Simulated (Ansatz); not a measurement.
## Which element?

Cell vectors (Å):

```
3.4252 0.0000 0.0000
0.0000 3.4252 0.0000
0.0000 0.0000 3.4252
```

| atom | a | b | c |
| --- | --- | --- | --- |
| Y | 0.0000 | 0.0000 | 0.0000 |
| X | 0.5000 | 0.5000 | 0.5000 |

Computed with PBEsol, all-electron LAPW in Ansatz 0.2.0, scalar-relativistic. k mesh 14×14×14, strains of ±0.005, Fermi-Dirac smearing of 0.100 eV.

Elastic constants of a crystal by Kohn-Sham DFT: slopes of the stress over finite engineering strains of the given cell, Voigt indices, Cartesian axes as in the cell vectors.

```tsv
index	elastic (GPa)
11	122.2
12	55.7
44	39.5
```

Problem. All X atoms are one element. Which one was computed?

Solution. Cu; the crystal is YCu (Pm-3m, a database entry that needn't be its stable phase).

Caveats: responses of metals move with mesh and smearing.
